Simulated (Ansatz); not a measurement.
TaAs:
```cif
data_As4Ta4
_chemical_formula_sum 'Ta4 As4'
_space_group_name_H-M_alt 'I41md'
_space_group_IT_number 109
_space_group_name_Hall 'I 4bw -2'
_cell_length_a 3.40516
_cell_length_b 3.40516
_cell_length_c 11.51052
_cell_angle_alpha 90.000
_cell_angle_beta 90.000
_cell_angle_gamma 90.000
loop_
_atom_site_label
_atom_site_type_symbol
_atom_site_symmetry_multiplicity
_atom_site_Wyckoff_symbol
_atom_site_fract_x
_atom_site_fract_y
_atom_site_fract_z
_atom_site_occupancy
Ta1 Ta 4 a 0.00000 0.00000 0.75031 1
As1 As 4 a 0.00000 0.00000 0.33229 1
```
(The calculation used a cell of 4 atoms; values per cell refer to that cell.)

Relaxed at zero pressure with plane-wave PAW LDA (Ansatz code).

Problem. The volume is raised by 3 % and shape and atoms relax at that volume. What pressure results, and how do the axes share the change?

Solution. -5.5 GPa; a 0.8 %, b 0.8 %, c 1.4 %; the energy rises by 9 meV/atom.

Problem. Give the new structure.

Solution. 
Space group I4₁md (No. 109); a = 3.433 Å, b = 3.433 Å, c = 11.667 Å, α = 90.00°, β = 90.00°, γ = 90.00°

| atom | site | symmetry | x | y | z |
|---|---|---|---|---|---|
| Ta | 4a | 2mm. | 0.0000 | 0.0000 | 0.7501 |
| As | 4a | 2mm. | 0.0000 | 0.0000 | 0.3325 |

The phase is kept; no other phase was compared at this pressure.

Space group I4_1md. Symmetry was held in the LDA relaxation. No spin polarisation was allowed. Scalar-relativistic: spin–orbit coupling is off unless named, which matters more the heavier the elements.

Potentials: the earlier of the program's two PAW sets.
